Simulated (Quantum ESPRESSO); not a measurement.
## ZnAl2SiN4 (input and log of a self-consistent run)

Computed values, not a measurement. The program is pw.x of Quantum ESPRESSO 7.5 (plane-wave density functional theory). The cell is made up: 8 atoms on a wurtzite lattice, with randomly drawn elements, strain and displacements, not relaxed. PseudoDojo standard norm-conserving files (v0.5 for PBE, v0.4.1 for LDA and PBEsol) set the functional; there is no spin polarisation, spin-orbit coupling or dispersion term, and the masses in the input are unused placeholders.

Input:

```
&control calculation='scf', pseudo_dir='./dojo.nc.sr.pbe.v0_5.standard.upf', outdir='./o', disk_io='medium', tprnfor=.true., tstress=.true. /
&system ibrav=0, nat=8, ntyp=4, nbnd=31, ecutwfc=84.00895049, nosym=.true., tot_charge=0,
 occupations='smearing', smearing='fd', degauss=0.0018374661
/
&electrons conv_thr=7.350e-09, electron_maxstep=60, /
ATOMIC_SPECIES
Al 1.0 Al.upf
N 1.0 N.upf
Si 1.0 Si.upf
Zn 1.0 Zn.upf
CELL_PARAMETERS angstrom
3.0558 -0.0211 0.0357
-0.0365 5.1801 0.0043
0.0583 0.004 5.0283
ATOMIC_POSITIONS angstrom
Zn -0.0197 0.0174 0.0275
Al 1.4735 2.6113 0.0473
Si 1.607 0.8486 2.5006
Al -0.0144 3.4306 2.4675
N 0.068 -0.0526 1.8048
N 1.4784 2.5232 1.9234
N 1.5725 0.8846 4.3991
N 0.1053 3.4442 4.3703
K_POINTS automatic
6 4 4 1 1 1
```

The log is shortened where brackets say so; the opening notice, blank lines, dates and the lines on written files are dropped, and the path of the files is cut. It prints rydbergs, bohrs and kilobars, and counts compression as positive stress.

```
     Program PWSCF v.7.5
     Parallel version (MPI & OpenMP), running on       1 processor cores
     Number of MPI processes:                 1
     Threads/MPI process:                     1
     [start-up lines left out]
     bravais-lattice index     =            0
     lattice parameter (alat)  =       5.7752  a.u.
     unit-cell volume          =     537.0325 (a.u.)^3
     number of atoms/cell      =            8
     number of atomic types    =            4
     number of electrons       =        50.00
     number of Kohn-Sham states=           31
     kinetic-energy cutoff     =      84.0090  Ry
     charge density cutoff     =     336.0358  Ry
     scf convergence threshold =      7.3E-09
     mixing beta               =       0.7000
     number of iterations used =            8  plain     mixing
     Exchange-correlation= PBE
                           (   1   4   3   4   0   0   0)
     [axes and pseudopotential details left out]
   Cartesian axes
     site n.     atom                  positions (alat units)
         1        Zn     tau(   1) = (  -0.0064462   0.0056936   0.0089985  )
         2        Al     tau(   2) = (   0.4821534   0.8544602   0.0154773  )
         3        Si     tau(   3) = (   0.5258368   0.2776759   0.8182374  )
         4        Al     tau(   4) = (  -0.0047119   1.1225486   0.8074065  )
         5        N      tau(   5) = (   0.0222507  -0.0172116   0.5905602  )
         6        N      tau(   6) = (   0.4837568   0.8256325   0.6293681  )
         7        N      tau(   7) = (   0.5145478   0.2894556   1.4394577  )
         8        N      tau(   8) = (   0.0344559   1.1269988   1.4300339  )
     number of k points=    48  Fermi-Dirac smearing, width (Ry)=  0.0018
                       cart. coord. in units 2pi/alat
        k(    1) = (   0.0829782   0.0742682   0.0749509), wk =   0.0416667
        k(    2) = (   0.0812019   0.0741295   0.2269156), wk =   0.0416667
     [further k points left out]
     Dense  grid:    55851 G-vectors     FFT dimensions: (  36,  60,  60)
     Estimated max dynamical RAM per process >      70.94 MB
     Initial potential from superposition of free atoms
     starting charge      49.9943, renormalised to      50.0000
     Starting wfcs are   38 randomized atomic wfcs
     total cpu time spent up to now is       14.0 secs
     per-process dynamical memory:    55.1 Mb
     Self-consistent Calculation
     iteration #  1     ecut=    84.01 Ry     beta= 0.70
     Davidson diagonalization with overlap
     ethr =  1.00E-02,  avg # of iterations =  3.1
     total cpu time spent up to now is       32.6 secs
     total energy              =    -518.22207416 Ry
     estimated scf accuracy    <       2.35696715 Ry
     iteration #  2     ecut=    84.01 Ry     beta= 0.70
     Davidson diagonalization with overlap
     ethr =  4.71E-03,  avg # of iterations =  3.1
     total cpu time spent up to now is       49.2 secs
     total energy              =    -518.84545453 Ry
     estimated scf accuracy    <       2.00350858 Ry
     iteration #  3     ecut=    84.01 Ry     beta= 0.70
     Davidson diagonalization with overlap
     ethr =  4.01E-03,  avg # of iterations =  2.0
     total cpu time spent up to now is       73.4 secs
     total energy              =    -519.22512765 Ry
     estimated scf accuracy    <       0.07912235 Ry
     iteration #  4     ecut=    84.01 Ry     beta= 0.70
     Davidson diagonalization with overlap
     ethr =  1.58E-04,  avg # of iterations =  5.2
     total cpu time spent up to now is      102.0 secs
     total energy              =    -519.24479833 Ry
     estimated scf accuracy    <       0.00585340 Ry
     iteration #  5     ecut=    84.01 Ry     beta= 0.70
     Davidson diagonalization with overlap
     ethr =  1.17E-05,  avg # of iterations =  6.7
     total cpu time spent up to now is      133.9 secs
     total energy              =    -519.24572234 Ry
     estimated scf accuracy    <       0.00222662 Ry
     [iterations 6 to 7 left out]
     iteration #  8     ecut=    84.01 Ry     beta= 0.70
     Davidson diagonalization with overlap
     ethr =  1.56E-07,  avg # of iterations =  2.0
     total cpu time spent up to now is      182.4 secs
     total energy              =    -519.24609328 Ry
     estimated scf accuracy    <       0.00000497 Ry
     iteration #  9     ecut=    84.01 Ry     beta= 0.70
     Davidson diagonalization with overlap
     ethr =  9.94E-09,  avg # of iterations =  3.4
     total cpu time spent up to now is      200.2 secs
     total energy              =    -519.24609524 Ry
     estimated scf accuracy    <       0.00000185 Ry
     iteration # 10     ecut=    84.01 Ry     beta= 0.70
     Davidson diagonalization with overlap
     ethr =  3.70E-09,  avg # of iterations =  2.0
     total cpu time spent up to now is      213.8 secs
     total energy              =    -519.24609527 Ry
     estimated scf accuracy    <       0.00000043 Ry
     iteration # 11     ecut=    84.01 Ry     beta= 0.70
     Davidson diagonalization with overlap
     ethr =  8.57E-10,  avg # of iterations =  2.0
     total cpu time spent up to now is      237.4 secs
     total energy              =    -519.24609534 Ry
     estimated scf accuracy    <       0.00000003 Ry
     iteration # 12     ecut=    84.01 Ry     beta= 0.70
     Davidson diagonalization with overlap
     ethr =  6.26E-11,  avg # of iterations =  2.2
     total cpu time spent up to now is      262.9 secs
     End of self-consistent calculation
     [lines on levels left out]
!    total energy              =    -519.24609535 Ry
     estimated scf accuracy    <          4.2E-09 Ry
     smearing contrib. (-TS)   =      -0.00000000 Ry
     internal energy E=F+TS    =    -519.24609535 Ry
     The total energy is F=E-TS. E is the sum of the following terms:
     one-electron contribution =    -413.47394891 Ry
     hartree contribution      =     233.09185078 Ry
     xc contribution           =     -77.77376704 Ry
     ewald contribution        =    -261.09023019 Ry
     convergence has been achieved in  12 iterations
     Forces acting on atoms (cartesian axes, Ry/au):
     atom    1 type  4   force =    -0.01429592    0.00262567   -0.11196650
     atom    2 type  1   force =     0.05631708   -0.01081078   -0.09124373
     atom    3 type  3   force =    -0.02124961   -0.02460384    0.11174957
     atom    4 type  1   force =    -0.01277792   -0.01820306    0.10454348
     atom    5 type  2   force =    -0.00157706    0.10435780    0.20167153
     atom    6 type  2   force =     0.04118368   -0.04689991   -0.01993169
     atom    7 type  2   force =     0.01723955    0.05331754   -0.16839237
     atom    8 type  2   force =    -0.06483980   -0.05978343   -0.02643030
     Total force =     0.381000     Total SCF correction =     0.000218
     Computing stress (Cartesian axis) and pressure
          total   stress  (Ry/bohr**3)                   (kbar)     P=      156.31
   0.00091994  -0.00007619  -0.00002891          135.33      -11.21       -4.25
  -0.00007619   0.00158136  -0.00019994          -11.21      232.63      -29.41
  -0.00002891  -0.00019994   0.00068632           -4.25      -29.41      100.96
     init_run     :     13.53s CPU     13.76s WALL (       1 calls)
     electrons    :    240.77s CPU    248.99s WALL (       1 calls)
     forces       :      4.16s CPU      4.20s WALL (       1 calls)
     stress       :     15.86s CPU     15.97s WALL (       1 calls)
     [timing details left out]
     PWSCF        :   4m34.64s CPU   4m43.50s WALL
     JOB DONE.
```

In other units: free energy -7064.703 eV for the cell, pressure 15.63 GPa, largest force component 5.185 eV/Å. A rerun of this cell at 1437 eV and a 8 x 6 x 6 mesh moved values by no more than 0.002 eV in energy, 0.04 GPa in stress and 0.003 eV/Å in force.